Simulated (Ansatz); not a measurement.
# AlN: a ladder of calculations

Cell of run 1: a structure deposited in the COD (the entry's cell lengths or inner coordinates differ somewhat from later room-temperature determinations).

```
Al N
1.0
     3.11300    0.00000    0.00000
    -1.55650    2.69594    0.00000
     0.00000    0.00000    4.98100
Al N
2 2
Direct
  0.33333 0.66667 0.00000
  0.66667 0.33333 0.50000
  0.33333 0.66667 0.38000
  0.66667 0.33333 0.88000
```

Atom numbers follow the list; atoms alike are taken as one site, whose name carries the number of the first.

Relaxed positions (PBE, cell held):

```
CELL_PARAMETERS angstrom
3.11300 0.00000 0.00000
-1.55650 2.69594 0.00000
0.00000 0.00000 4.98100
ATOMIC_POSITIONS crystal
Al 0.33333 0.66667 0.99902
Al 0.66667 0.33333 0.49902
N 0.33333 0.66667 0.38098
N 0.66667 0.33333 0.88098
```

All runs are DFT with Ansatz 0.2.0 (plane waves and PAW, scalar-relativistic unless spin–orbit coupling is named, Γ-centred meshes, Fermi–Dirac smearing where given) in this cell.

Run 1: PBE, atoms as given; 420 eV, 11×11×6 k-points, smearing 0.02 eV.
Run 2: PBE, atoms relaxed; 420 eV, 11×11×6 k-points, smearing 0.02 eV.
Run 3: r2SCAN, at the relaxed atoms; 500 eV, 11×11×6 k-points, smearing 0.02 eV.
Run 4: LDA, at the relaxed atoms; 420 eV, 11×11×6 k-points, smearing 0.02 eV.

```json
{"run": "1", "Al V_zz (η)": "0.25 (0.00)"}
{"run": "2", "Al V_zz (η)": "0.48 (0.00)"}
{"run": "3", "Al V_zz (η)": "?"}
{"run": "4", "Al V_zz (η)": "0.48 (0.00)"}
```

V_zz in 10²¹ V/m²; 1 of the 2 sets of like atoms are followed.

Task: Estimate the row of run 3.

Result: Al: 0.49 (0.00). It lies nearest to run 2, from whose tensors on these sites it differs by 0.00 at most (largest principal value of the difference). Taken one at a time, the positions of the atoms (as given or relaxed) move the tensors on these sites by up to 0.23 (largest principal value of the change, on Al), the functional (between the two that differ most) by 0.01.

With these PAW files V_zz is typically within 2 to 3 % of all-electron values, but misses above 10 % occur on Al. Run 1: The values hang on the deposited positions: relaxing the atoms moves V_zz on Al from 0.25 to 0.48.
